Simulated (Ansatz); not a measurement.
## Compressing Ga$_{2}$Os: a fit and a missing row

Ga$_{2}$Os, Fddd, a = 4.713 Å, b = 8.209 Å, c = 8.695 Å. The structure is a COD entry; whether it is the stable form wasn't checked. Ansatz: PBEsol, PAW, 420 eV, Γ-centred 8×8×8 mesh on 6 atoms, Gaussian smearing 0.02 eV; no spin polarisation. Shape and atoms are relaxed at each volume; pressure is positive in compression.

```tsv
V (Å³/atom)	P (GPa)
13.175	14.31
13.596	?
14.016	0.00
14.437	-5.43
14.857	-9.94
```

Task: Take V0 = 14.016 Å³/atom, fit the third-order Birch–Murnaghan form to the other rows, and predict the missing pressure.

Result: With the Eulerian strain f = ½[(V0/V)^(2/3) − 1] and y = P/[3f(1 + 2f)^(5/2)], the form is the line y = B0 + 1.5 B0 (B0′ − 4) f. Rows (f, y): 0.02106, 204.3; -0.00977, 194.6; -0.01905, 191.7. Means f = -0.002587, y = 196.87; Σ(Δf)² = 0.0008818, ΣΔfΔy = 0.2771; the slope is their ratio. y = 197.7 + 314.3 f GPa, so B0 = 197.7 GPa and B0′ = 4 + 2 × (314.3)/(3 × 197.7) = 5.06. At V = 13.596, f = 0.01024, y = 200.92 and P = 6.49 GPa. The run gave 6.52 GPa, so the fit is 0.03 GPa too low, a small miss on the scale of the series.

Spin–orbit coupling is left out, which can shift energies with elements as heavy as these.